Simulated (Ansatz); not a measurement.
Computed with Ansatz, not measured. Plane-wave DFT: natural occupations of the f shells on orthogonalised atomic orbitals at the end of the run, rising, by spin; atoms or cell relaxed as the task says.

```
cell
1.0
     5.6597    0.0000    0.0000
    -2.8298    4.9014    0.0000
     0.0000    0.0000    8.6890
Eu Ga Ir
4 6 2
Direct
  0.3333 0.6667 0.4469
  0.6667 0.3333 0.9469
  0.3333 0.6667 0.0530
  0.6667 0.3333 0.5530
  0.8406 0.6813 0.2499
  0.8406 0.1594 0.2499
  0.1594 0.8406 0.7499
  0.3187 0.1594 0.2499
  0.6813 0.8406 0.7499
  0.1594 0.3187 0.7499
  0.0000 0.0000 0.0001
  0.0000 0.0000 0.5001
```

Starting moments (μB): Eu number 1 6.71, Eu number 2 6.71, Eu number 3 6.71, Eu number 4 6.71; others 0.

| quantity | value |
| --- | --- |
| cell charge | 0 e |
| spin | collinear |
| scf start | atoms |
| lower state search | off |
| functional | PBEsol |
| wave cutoff | 420 eV |
| k mesh | 6, 6, 2 |
| k shift | 0, 0, 0 mesh steps |
| gaussian smearing | 0.1 eV |
| task | single point |

Problem. How are the f shells occupied at the end?

Solution. 

```csv
shell atom,shell element,shell spin,shell occupation 1 (e),shell occupation 2 (e),shell occupation 3 (e),shell occupation 4 (e),shell occupation 5 (e),shell occupation 6 (e),shell occupation 7 (e)
1,Eu,up,0.94,0.95,0.95,0.96,0.97,0.98,0.98
1,Eu,down,0,0.01,0.01,0.01,0.01,0.01,0.01
2,Eu,up,0.94,0.95,0.95,0.96,0.97,0.98,0.98
2,Eu,down,0,0.01,0.01,0.01,0.01,0.01,0.01
3,Eu,up,0.94,0.95,0.95,0.96,0.97,0.98,0.98
3,Eu,down,0,0.01,0.01,0.01,0.01,0.01,0.01
4,Eu,up,0.94,0.95,0.95,0.96,0.97,0.98,0.98
4,Eu,down,0,0.01,0.01,0.01,0.01,0.01,0.01
```

Caveats: 4f shell without a U, which puts 4f levels too near the Fermi level; coarse k mesh; occupations loosely converged; open f or d shells may hold a state above the lowest.
